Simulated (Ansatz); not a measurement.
## Hg4Pt: do energies and stresses tell the same story?

Level of theory: Ansatz, DFT r2SCAN, scalar-relativistic, plane waves, PAW.

Settings: cutoff 500 eV, Γ-centred mesh 8×8×8 on the computed 5-atom cell, Gaussian smearing of 0.10 eV; no spin polarisation.

Relaxed cell: Im-3m, a = 6.284 Å, b = 6.284 Å, c = 6.284 Å, α = 90.00°, β = 90.00°, γ = 90.00°, 5 atoms in the primitive cell. Whether it is the stable form of this composition wasn't checked.

Energies at zero smearing and pressures from the stress tensor, at volumes with shape and atoms relaxed:
| V (Å³/atom) | E − E(first) (meV/atom) | P (GPa) |
| --- | --- | --- |
| 21.841 | 0.00 | 14.10 |
| 22.585 | -54.36 | 9.45 |
| 23.330 | -89.13 | 5.64 |
| 24.074 | -107.88 | 2.53 |
| 24.819 | -113.55 | 0.00 |
| 25.564 | -108.59 | -2.06 |
| 26.308 | -95.02 | -3.72 |
| 27.301 | -66.48 | -5.36 |

**Question.** Check P = −dE/dV between neighbouring volumes, and get the bulk modulus from the pressures alone.

**Answer.** With 1 eV/Å³ = 160.2 GPa:
```json
{"middle V (Å³/atom)": "22.213", "−ΔE/ΔV (GPa)": "11.698", "mean P (GPa)": "11.778"}
{"middle V (Å³/atom)": "22.958", "−ΔE/ΔV (GPa)": "7.481", "mean P (GPa)": "7.547"}
{"middle V (Å³/atom)": "23.702", "−ΔE/ΔV (GPa)": "4.035", "mean P (GPa)": "4.089"}
{"middle V (Å³/atom)": "24.447", "−ΔE/ΔV (GPa)": "1.220", "mean P (GPa)": "1.266"}
{"middle V (Å³/atom)": "25.191", "−ΔE/ΔV (GPa)": "-1.067", "mean P (GPa)": "-1.030"}
{"middle V (Å³/atom)": "25.936", "−ΔE/ΔV (GPa)": "-2.921", "mean P (GPa)": "-2.888"}
{"middle V (Å³/atom)": "26.805", "−ΔE/ΔV (GPa)": "-4.606", "mean P (GPa)": "-4.538"}
```

The two differ by 0.08 GPa at most. The mean of two end pressures misses the average over a step by about ΔV² P″/12, up to 0.08 GPa here; with that taken off 0.02 GPa remains. Around V = 24.819 Å³/atom, the two neighbours give B = −V ΔP/ΔV = 24.819 × 4.59 / 1.489 = 76.5 GPa, against B0 = 75.8 GPa from the Birch–Murnaghan fit of the energies.

Spin–orbit coupling is left out, which can shift energies with elements as heavy as these.

Cost: 9 runs of about 7.6 core-minutes in all, on Arm Neoverse V1 (shared hosts).